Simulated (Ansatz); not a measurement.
Consider the following.

ZnO:
```
ZnO
1.0
    3.91077     0.00000     0.00000
    0.00000     3.91077     0.00000
    0.00000     0.00000     3.41486
Zn O
2 2
Direct
  0.50000   0.00000   0.06145
  0.00000   0.50000   0.93855
  0.00000   0.00000   0.00000
  0.50000   0.50000   0.00000
```

This is the LDA-relaxed structure.

Q: All from LDA (plane waves, PAW; program Ansatz), unless another level is named. Predict the highest zone-centre frequency.

A: 588 cm⁻¹.

Q: Give the bulk modulus (Birch–Murnaghan fit).

A: 10.5 GPa.

Space group P4/nmm. A made-up cell: these elements were put on the sites of a structure type; neither database checked (COD, Materials Project) lists it. It is not the phase usual at ambient conditions (space group No. 186). Symmetry was held in the LDA relaxation. At this level the phase is dynamically unstable (imaginary phonons). A crystal of weakly bound layers computed without a dispersion correction: the cell and the soft elastic constants depend strongly on that. As this level gives no gap, phonon frequencies hold no LO–TO term and depend on the k-mesh and smearing (Fermi–Dirac, 0.1 eV here).

Potentials: the later of the program's two PAW sets.
